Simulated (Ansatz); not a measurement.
**Ge in Ansatz, settings compared**

Input:

```yaml
crystal:
  lattice:
    - [0.0, 2.827352, 2.827352]
    - [2.827352, 0.0, 2.827352]
    - [2.827352, 2.827352, 0.0]
  atoms:
    - { symbol: Ge, position: [0.0, 0.0, 0.0] }
    - { symbol: Ge, position: [0.25, 0.25, 0.25] }
  symmetry: { tolerance: 0.0003 }
kpoints:
  mp_grid: { grid: [6, 6, 6], shift: [0, 0, 0] }
magnetization:
  spin_polarized: false
scf:
  occupations: { method: tetrahedron }
hamiltonian:
  pseudopotentials: { kind: paw }
  xc: r2scan
basis:
  ecutwfc: 500
output:
  forces: true
  stress: true
  eigenvalues: true
  write_density: true
  write_potential: true
  elf: true
  volumetric_format: npy
relax:
  max_steps: 40
  cell: {}
```

Run with:

```bash
ansatz run input.yaml --threads 1 --pin off --max-ram 2560MiB --backend cpu --events-out ev --progress --plain --runs-dir out
```

Origin of the cell: a known structure type with other elements, at an estimated volume, so it need not be a known compound.

Output of this run (shortened):

```
SCF iter   1: F=—  HF=-8605.763143 eV  Δρ=6.79e-3  dr2=6.51e-3  dr2_τ=4.75e-3
SCF iter   2: F=—  HF=-8605.773803 eV  Δρ=1.63e-3  dr2=5.51e-4  dr2_τ=2.37e-5
SCF iter   3: F=—  HF=-8605.773827 eV  Δρ=1.15e-3  dr2=1.80e-4  dr2_τ=2.29e-6
SCF iter   4: F=—  HF=-8605.773895 eV  Δρ=7.16e-5  dr2=1.47e-6  dr2_τ=2.57e-8
SCF iter   5: F=—  HF=-8605.773895 eV  Δρ=1.69e-5  dr2=7.98e-8  dr2_τ=4.75e-10
SCF iter   6: F=—  HF=-8605.773895 eV  Δρ=2.45e-6  dr2=1.80e-9  dr2_τ=3.41e-11
SCF iter   7: F=—  HF=-8605.773895 eV  Δρ=3.93e-7  dr2=4.79e-11  dr2_τ=2.03e-13
SCF iter   8: F=-8605.773895 eV  HF=-8605.773895 eV  Δρ=2.15e-8  dr2=1.45e-13  dr2_τ=1.97e-15
relax step   1: F+E_penalty+E_count = -8605.773895 eV  Δ(F+E_penalty+E_count) = +0.000e0 eV  max|allowed force component| = 4.626e-18 eV/Å  Δτ_max = 0.0000 Å  P = +0.668 GPa  Ω = 45.203 Å³  (8 SCF iters, accepted)
relax step   2: F+E_penalty+E_count = -8605.774614 eV  Δ(F+E_penalty+E_count) = -7.189e-4 eV  max|allowed force component| = 1.203e-16 eV/Å  Δτ_max = 0.0000 Å  P = +0.085 GPa  Ω = 45.559 Å³ […]
relax step   3: F+E_penalty+E_count = -8605.774612 eV  Δ(F+E_penalty+E_count) = +2.486e-6 eV  max|allowed force component| = 4.742e-17 eV/Å  Δτ_max = 0.0000 Å  P = +0.001 GPa  Ω = 45.611 Å³ […]
relax step   4: F+E_penalty+E_count = -8605.774732 eV  Δ(F+E_penalty+E_count) = -1.201e-4 eV  max|allowed force component| = 5.551e-17 eV/Å  Δτ_max = 0.0000 Å  P = +0.003 GPa  Ω = 45.611 Å³  stress off target by 3.05e-3 GPa […]
SCF 4 converged in 5 iterations: F = -8605.774732 eV  dr2 = 6.65e-13
basis re-selected at this cell: Δ(F+E_penalty+E_count) = -1.201e-4 eV, ΔP = +0.002 GPa vs the last step (what re-selecting the basis moved, of the pressure what is left beyond the Pulay corre […]
SCF converged after 5 iterations
Stability not checked: this state was not tested for a lower state beside it, because cold or Methfessel-Paxton smearing, or corrected tetrahedra, fill the levels in a way that the test cannot read (fill_not_monotonic; […]
Free energy (F): -8605.774732 eV
Harris-Foulkes:  -8605.774732 eV  (|F-HF|=1.82e-12)
Internal energy: -8605.774732 eV  (E = F + TS)
E sigma→0 (E₀):  -8605.774732 eV
Fermi energy:    8.287609 eV
--- Per-component energies (eV) ---
  E_band       = -319.813704
  E_kinetic    = 222.086047
  E_local      = -4955.067774  (includes V_loc(G=0)·N_el)
  E_nonlocal   = 840.202210
  E_hartree    = 2176.452173
  E_xc         = -138.183793
  E_vxc        = -135.776924  (∫ρ·V_xc dr)
  E_paw        = -4068.519879  (= ΣΔE_a)
  E_vpaw       = -651.776872  (= ΣTr[D̂ρ^β])
  E_aug_tail   = 0.000038  (compensation charges beyond the density's cutoff)
  E_vtau       = 7.615281  (kinetic-family band-sum trace: ∫τ·v_τ [+ j·A + Jᵃ·Aᵃ] dr)
  E_ewald      = -2680.572222
  E_core_change = -2.171532  (= ΣΔE_core)
  E_smearing   = -0.000000  (= −TS)
  Σ components = -8605.774732   (vs F -8605.774732, Δ=0.00e0)
--- Forces (eV/Å), atoms counted from 1 ---
  atom   1  Ge     0.000000     0.000000     0.000000
  atom   2  Ge    -0.000000    -0.000000     0.000000
  max |Σ_I F_I| component: 7.40e-17 eV/Å
--- Stress (GPa, compression-positive) ---
        0.003050      -0.000000      -0.000000
       -0.000000       0.003050      -0.000000
       -0.000000      -0.000000       0.003050
  P = ⅓ Tr σ = 0.0030 GPa (0.030 kbar)
--- Relaxed structure (3 steps of the walk, 3 accepted, 1 SCFs on fresh bases) ---
  F+E_penalty+E_count = -8605.774732 eV   max|allowed force component| = 5.551e-17 eV/Å   (the final SCF, on the basis selected at the relaxed cell)
  cell:  # Å, volume = 45.6114 Å³
    - [0.0, 2.835836, 2.835836]
    - [2.835836, 0.0, 2.835836]
    - [2.835836, 2.835836, 0.0]
  atoms:
    - { symbol: Ge, position: [0.0, 0.0, 0.0] }
    - { symbol: Ge, position: [0.25, 0.25, 0.25] }
```

The same input was run again with these changes:

1. `kpoints.mp_grid.grid` [6, 6, 6] → [9, 9, 9]
2. `kpoints.mp_grid.grid` [6, 6, 6] → [3, 3, 3]
3. `scf.lower_state_search` default → "off"; `accuracy` default → low; `basis.xc_grid` default → 3

| run | end | SCF iterations | volume (Å³/atom) | max force component (eV/Å) | moment (μB) | ΔE(σ→0) (meV/atom) |
| --- | --- | --- | --- | --- | --- | --- |
| base | converged | 25 | 22.81 | 0.000 | – | 0 |
| 1 | converged | 25 | 22.83 | 0.000 | – | -17.40 |
| 2 | converged | 25 | 23.08 | 0.000 | – | 351.29 |
| 3 | converged | 25 | 22.81 | 0.000 | – | 0.00 |

Energies are compared only where functional, datasets, charge and starting cell are the same.

Not properties of the system: run 2 (too coarse or loose: `kpoints.mp_grid.grid` = [3, 3, 3]).

Caveats of the base run: forces and stress under tetrahedra may miss the slope of the energy; the relaxation held the start's symmetry, so the end may be a saddle point.

The base run took 7.2 s on 1 thread of Arm Neoverse V2, with other jobs on the host, peak memory 0.41 GiB, from the program's own first density.
